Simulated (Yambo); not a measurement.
G0W0@LDA for K$_{2}$LiRhF$_{6}$ (space group Fm-3m, No. 225) in Yambo. Reference settings: 2×2×2 Γ-centred k mesh, bands 6 to 200 and a 7 Ry block in the screening, 200 bands in G with the Bruneval-Gonze terminator, plasmon pole fitted at 27.2 eV. The LDA gap X → X on this mesh is 1.75 eV; G0W0 gaps are taken between the same points.

With and without the terminator, as bands are cut:

```
bands in G (in W)  gap, terminator (eV)  gap, none (eV)  valence shift, terminator (eV)  valence shift, none (eV)
-----------------  --------------------  --------------  ------------------------------  ------------------------
62 (62)                           5.794           5.810                          -1.415                    -1.094
87 (87)                           5.488           5.544                          -1.311                    -0.966
120 (120)                         5.419           5.464                          -1.356                    -1.003
158 (158)                         5.374           5.389                          -1.405                    -1.089
200 (200)                         5.367           5.394                          -1.437                    -1.174
```

Over this range the gap spans 0.427 eV with the terminator and 0.421 eV without, the valence shift 0.126 eV and 0.208 eV. Neither column has reached its limit for certain.

Spin-orbit coupling is not included.

Geometry of the Materials Project entry, not relaxed at this level; primitive cell a = b = c = 5.6652 Å, α = β = γ = 60.00°.

The structure is a Materials Project entry; no match was found in the copy of COD used, and its stability was not checked.

A shift is the quasiparticle energy of the state minus its LDA energy.
